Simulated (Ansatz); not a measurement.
KY3F10:
Space group Fm-3m (No. 225); a = b = c = 11.4972 Å, α = β = γ = 90.00°

```tsv
atom	site	symmetry	x	y	z
K	8c	-43m	0.2500	0.2500	0.2500
Y	24e	4m.m	0.0000	0.0000	0.2402
F	32f	.3m	0.1121	0.1121	0.1121
F	48i	m.m2	0.1657	0.1657	0.5000
```
(The calculation used a cell of 28 atoms; values per cell refer to that cell.)

Relaxed with PBEsol.

Task: Which orbitals make up the states near the band edges in the program Ansatz at the PBEsol level (PAW)?

Result: Top 1 eV of the valence band: F 2p 98 %. Bottom 1 eV of the conduction band: Y 4d 73 %, F 2p 13 %, Y 5s 7 %. Projections are on Löwdin-orthogonalised atomic valence shells; empty p or d shells of many metals are not among them.

Task: Tabulate the density of states.

Result: States/eV per cell of 28 atoms, in 0.25 eV bins, energy from the valence-band maximum.

| E (eV) | total | F 2p | Y 4d | Y 5s |
|---|---|---|---|---|
| -7.85 | 0.00 | 0.00 | 0.00 | 0.00 |
| -7.60 | 0.00 | 0.00 | 0.00 | 0.00 |
| -7.35 | 0.00 | 0.00 | 0.00 | 0.00 |
| -7.10 | 0.00 | 0.00 | 0.00 | 0.00 |
| -6.85 | 0.00 | 0.00 | 0.00 | 0.00 |
| -6.60 | 0.00 | 0.00 | 0.00 | 0.00 |
| -6.35 | 0.00 | 0.00 | 0.00 | 0.00 |
| -6.10 | 0.00 | 0.00 | 0.00 | 0.00 |
| -5.85 | 0.00 | 0.00 | 0.00 | 0.00 |
| -5.60 | 0.00 | 0.00 | 0.00 | 0.00 |
| -5.35 | 0.00 | 0.00 | 0.00 | 0.00 |
| -5.10 | 0.00 | 0.00 | 0.00 | 0.00 |
| -4.85 | 0.00 | 0.00 | 0.00 | 0.00 |
| -4.60 | 0.00 | 0.00 | 0.00 | 0.00 |
| -4.35 | 0.00 | 0.00 | 0.00 | 0.00 |
| -4.10 | 0.00 | 0.00 | 0.00 | 0.00 |
| -3.85 | 0.00 | 0.00 | 0.00 | 0.00 |
| -3.60 | 0.00 | 0.00 | 0.00 | 0.00 |
| -3.35 | 3.20 | 2.70 | 0.30 | 0.17 |
| -3.10 | 26.21 | 21.90 | 3.30 | 0.58 |
| -2.85 | 29.92 | 25.00 | 4.30 | 0.12 |
| -2.60 | 22.35 | 19.50 | 1.92 | 0.55 |
| -2.35 | 28.71 | 25.51 | 1.97 | 0.55 |
| -2.10 | 26.19 | 22.95 | 2.46 | 0.25 |
| -1.85 | 51.74 | 45.92 | 4.50 | 0.28 |
| -1.60 | 47.55 | 43.78 | 2.43 | 0.11 |
| -1.35 | 52.56 | 49.91 | 1.17 | 0.15 |
| -1.10 | 38.95 | 37.31 | 0.56 | 0.13 |
| -0.85 | 30.18 | 29.26 | 0.39 | 0.02 |
| -0.60 | 39.05 | 38.09 | 0.48 | 0.08 |
| -0.35 | 30.08 | 29.36 | 0.50 | 0.01 |
| -0.10 | 53.30 | 52.63 | 0.38 | 0.01 |
| 0.15 | 0.00 | 0.00 | 0.00 | 0.00 |
| 0.40 | 0.00 | 0.00 | 0.00 | 0.00 |
| 0.65 | 0.00 | 0.00 | 0.00 | 0.00 |
| 0.90 | 0.00 | 0.00 | 0.00 | 0.00 |
| 1.15 | 0.00 | 0.00 | 0.00 | 0.00 |
| 1.40 | 0.00 | 0.00 | 0.00 | 0.00 |
| 1.65 | 0.00 | 0.00 | 0.00 | 0.00 |
| 1.90 | 0.00 | 0.00 | 0.00 | 0.00 |
| 2.15 | 0.00 | 0.00 | 0.00 | 0.00 |
| 2.40 | 0.00 | 0.00 | 0.00 | 0.00 |
| 2.65 | 0.00 | 0.00 | 0.00 | 0.00 |
| 2.90 | 0.00 | 0.00 | 0.00 | 0.00 |
| 3.15 | 0.00 | 0.00 | 0.00 | 0.00 |
| 3.40 | 0.00 | 0.00 | 0.00 | 0.00 |
| 3.65 | 0.00 | 0.00 | 0.00 | 0.00 |
| 3.90 | 0.00 | 0.00 | 0.00 | 0.00 |
| 4.15 | 0.00 | 0.00 | 0.00 | 0.00 |
| 4.40 | 0.00 | 0.00 | 0.00 | 0.00 |
| 4.65 | 0.00 | 0.00 | 0.00 | 0.00 |
| 4.90 | 0.00 | 0.00 | 0.00 | 0.00 |
| 5.15 | 0.00 | 0.00 | 0.00 | 0.00 |
| 5.40 | 0.00 | 0.00 | 0.00 | 0.00 |
| 5.65 | 0.00 | 0.00 | 0.00 | 0.00 |
| 5.90 | 0.00 | 0.00 | 0.00 | 0.00 |
| 6.15 | 0.00 | 0.00 | 0.00 | 0.00 |
| 6.40 | 0.00 | 0.00 | 0.00 | 0.00 |
| 6.65 | 0.00 | 0.00 | 0.00 | 0.00 |
| 6.90 | 0.00 | 0.00 | 0.00 | 0.00 |
| 7.15 | 1.00 | 0.13 | 0.46 | 0.16 |
| 7.40 | 7.00 | 1.04 | 4.73 | 0.68 |
| 7.65 | 0.00 | 0.00 | 0.00 | 0.00 |
| 7.90 | 8.61 | 1.00 | 6.86 | 0.27 |
| 8.15 | 31.39 | 1.63 | 28.84 | 0.24 |
| 8.40 | 7.64 | 0.43 | 6.19 | 0.26 |
| 8.65 | 19.96 | 1.25 | 16.35 | 0.51 |
| 8.90 | 10.80 | 0.70 | 7.00 | 1.30 |
| 9.15 | 23.24 | 1.48 | 17.92 | 1.12 |
| 9.40 | 28.24 | 2.17 | 20.58 | 1.51 |
| 9.65 | 19.09 | 1.71 | 13.65 | 1.18 |
| 9.90 | 11.37 | 0.92 | 7.82 | 1.02 |
| 10.15 | 9.22 | 0.71 | 5.23 | 1.04 |
| 10.40 | 29.99 | 3.41 | 21.31 | 0.96 |
| 10.65 | 26.51 | 3.58 | 18.55 | 0.63 |
| 10.90 | 23.51 | 3.38 | 15.79 | 0.85 |
| 11.15 | 10.65 | 1.46 | 6.50 | 0.61 |
| 11.40 | 3.73 | 0.33 | 1.36 | 0.57 |
| 11.65 | 11.88 | 0.44 | 0.69 | 2.75 |

The workflow started from a Materials Project entry (that database holds measured and hypothetical structures alike); the Crystallography Open Database files this formula in space group No. 225, but the cells were not matched. Whether it is the stable phase at ambient conditions was not checked. The PBEsol relaxation kept the symmetry of its start; its stability against distortions is not shown here. No spin polarisation was allowed. Spin–orbit coupling is left out wherever it is not named.

Potentials: the later of the program's two PAW sets.
